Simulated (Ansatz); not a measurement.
From the elastic tensor of ScPt₃ at 5 GPa (stress–strain coefficients) to moduli and sound speeds

Level of theory: DFT LDA, scalar-relativistic, plane waves, PAW (Ansatz 0.2.0). Plane waves to 420 eV; Γ-centred k mesh 12×12×12; Fermi-Dirac smearing of 0.15 eV. No spin polarisation.

The structure is cubic, space group Pm-3m (No. 221). Conventional cell: a = 3.898 Å, b = 3.898 Å, c = 3.898 Å, α = 90.00°, β = 90.00°, γ = 90.00°. Sc (site symmetry m-3m) has 12 Pt at 2.76 Å as nearest neighbours. Pt (site symmetry 4/mmm) is surrounded by 4 Sc at 2.76 Å and 8 Pt at 2.76 Å.

In a metal, frequencies and elastic constants depend on the k mesh and the smearing, soft modes and shear constants most. Spin–orbit coupling is left out, which can shift energies with elements as heavy as these. Other phases may be more stable at this pressure.

Relaxed-ion constants (GPa, on the Cartesian axes of the calculation):
```
389.0 207.1 207.1   0.0   0.0   0.0
207.1 389.0 207.1   0.0   0.0   0.0
207.1 207.1 389.0   0.0   0.0   0.0
  0.0   0.0   0.0 153.6   0.0   0.0
  0.0   0.0   0.0   0.0 153.6   0.0
  0.0   0.0   0.0   0.0   0.0 153.6
```

Density 17.663 g/cm³; 4 atoms in 59.25 Å³.

The values that follow are for a polycrystal of randomly turned grains, by Hill's mean where one number stands.

With S = C⁻¹: B_V = (C11+C22+C33+2(C12+C13+C23))/9, G_V = (C11+C22+C33−C12−C13−C23+3(C44+C55+C66))/15, 1/B_R = S11+S22+S33+2(S12+S13+S23), 15/G_R = 4(S11+S22+S33−S12−S13−S23)+3(S44+S55+S66); Hill is their mean. Then v_l = √((B+4G/3)/ρ), v_t = √(G/ρ), v_m = [(2/v_t³+1/v_l³)/3]^(−1/3) and Θ = (ħ/k_B)·v_m·(6π²n/V)^(1/3) for n atoms in the volume V; E = 9BG/(3B+G), ν = (3B−2G)/(2(3B+G)) and A^U = 5G_V/G_R + B_V/B_R − 6.

- Bulk modulus, Voigt / Reuss / Hill: 267.7 / 267.7 / 267.7 GPa
- Shear modulus, Voigt / Reuss / Hill: 128.5 / 120.4 / 124.5 GPa
- Young's modulus: 323 GPa
- Poisson ratio: 0.299
- Pugh ratio B/G: 2.15
- Universal anisotropy index: 0.34
- Longitudinal and transverse sound speeds: 4955 and 2655 m/s
- Debye temperature from the mean sound speed: 359 K